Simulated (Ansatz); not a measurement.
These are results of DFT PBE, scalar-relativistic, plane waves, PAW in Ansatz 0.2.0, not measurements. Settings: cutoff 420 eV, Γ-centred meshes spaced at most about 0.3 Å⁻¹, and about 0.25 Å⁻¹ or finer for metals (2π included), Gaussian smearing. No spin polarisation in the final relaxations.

These are static total energies at zero pressure.

Compare these two cells of As2CO3, each relaxed at this level.

1. Space group P-3m1 (No. 164), trigonal, a = 4.092 Å, c = 4.403 Å. As is surrounded by 1 O at 1.78 Å, 3 O at 2.38 Å, 4 O at 2.57–2.62 Å and 3 C at 2.64 Å; C is surrounded by 2 O at 2.20 Å, 6 As at 2.64 Å and 6 O at 2.77 Å; O on a site of symmetry -3m is surrounded by 2 C at 2.20 Å, 6 O at 2.48 Å and 6 As at 2.57 Å; O on a site of symmetry 3m has 1 As at 1.78 Å, 3 As at 2.38 Å, 3 O at 2.48 Å, 1 As at 2.62 Å and 3 C at 2.77 Å.

2. Space group P6/mmm (No. 191), hexagonal, a = 5.599 Å, c = 2.873 Å. Around As lie 6 O at 2.16 Å, 2 As at 2.87 Å, 3 C at 3.23 Å and 3 As at 3.23 Å; C has 2 C at 2.87 Å, 12 O at 3.15 Å and 6 As at 3.23 Å (long against covalent radii, as for large ions); around O lie 4 As at 2.16 Å, 6 O at 2.80–2.87 Å and 4 C at 3.15 Å.

Question: Which would you expect to be lower, and how large is the difference?

Answer: Cell 1 is lower, by 119 meV/atom. Cell 1 has space group P-3m1 (No. 164), 10.6 Å³/atom and no gap on its mesh; cell 2 has space group P6/mmm (No. 191), 13.0 Å³/atom and no gap. The shortest distance is 1.78 Å (As–O) in cell 1 and 2.16 Å (As–O) in cell 2. Even the lower one lies +0.73 eV/atom against the reference forms of the elements (uncorrected), so neither is stable at this level. Both come from invented guesses. A third cell relaxed alike, in P-4m2, lies 222 meV/atom below the lower of the two.

No dispersion correction is applied, so the spacing and binding between layers, chains or molecules are poorly described (P-3m1), and this can change margins and order among such cells. C stands nearly free of neighbours here, and without spin polarisation the energy of such atoms comes out too high. Cells relaxed within their symmetry can be saddle points.
